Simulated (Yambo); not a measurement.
K2SnF6 (space group P-3m1, No. 164); a = b = 5.856 Å, c = 4.582 Å, α = β = 90.00°, γ = 120.00°. With the G0W0 scissor the direct gap on the mesh is 9.29 eV. Axes are Cartesian, with cell vectors (Å) (5.86, 0.00, 0.00), (-2.93, 5.07, 0.00), (0.00, 0.00, 4.58).

**Question.** Does this run resolve the lowest exciton, and if so, what are its energy and binding? (Yambo, LDA bands; 3×3×4 mesh, 18 valence and 9 conduction bands, static screening with 87 bands and a 3 Ry block, scissor 4.09 eV, Tamm-Dancoff.)

**Answer.** The mesh holds a bound state, but the numbers are provisional. These are vertical excitations (zero momentum). The lowest state lies at 6.91 eV (dark for light along x, 2 states within 2 meV), the direct quasiparticle gap on this mesh at 9.29 eV. Its binding energy, counted from that gap, is 2.38 eV; it spreads over about 32 k points of the mesh. Convergence with the mesh was not shown. The first optically allowed state is at 7.31 eV. The scissor comes from a G0W0 run whose convergence isn't established. Spin-orbit splittings are left out.

The standard potential for Sn keeps a d shell in the valence without the s and p states of that shell. In tests on such compounds this moved G0W0 gaps by up to about 0.9 eV, so absolute quasiparticle energies here are unreliable; differences between settings are what counts.

Geometry of the Materials Project entry, not relaxed at this level.

The structure is a Materials Project entry; no match was found in the copy of COD used, and its stability was not checked.
